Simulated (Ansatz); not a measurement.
# Clamped-ion strain scan in TiRh

Method: DFT PBEsol, scalar-relativistic, plane waves, PAW (Ansatz 0.2.0). Settings: plane waves to 420 eV, k-mesh 16×16×14 (Γ-centred), Gaussian smearing 0.15 eV. No spin polarisation. Energies are free energies at this smearing, counted from the undisturbed cell; pressure is positive in compression.

The starting cell (as given, not relaxed at this level; it stands at -6.7 GPa, and it needn't be the usual structure):

```
CELL_PARAMETERS angstrom
2.98800 0.00000 0.00000
0.00000 2.98800 0.00000
0.00000 0.00000 3.35000
ATOMIC_POSITIONS crystal
Ti 0.50000 0.50000 0.50000
Rh 0.00000 0.00000 0.00000
```

The cell is strained by ε times the Voigt pattern (1, 1, 0, 0, 0, 0) (xx, yy, zz, yz, xz, xy; engineering shear) with fractional coordinates fixed. The cell is metallic on the mesh throughout.

Over the sampled range (-0.1000 to 0.1000), is the undisturbed cell the lowest point?

No: the energy is lower at ε = -0.0250, -10.8 in ΔE (meV/atom).

Which end lies higher in energy, -0.1000 or +0.1000?

+0.1000: 394.9 against 338.1.

The scan:

```
      ε  ΔE (meV/atom)
-0.1000          338.1
-0.0750          144.9
-0.0500           33.0
-0.0250          -10.8
 0.0000            0.0
 0.0250           54.5
 0.0500          143.3
 0.0750          258.8
 0.0875          324.6
 0.1000          394.9
```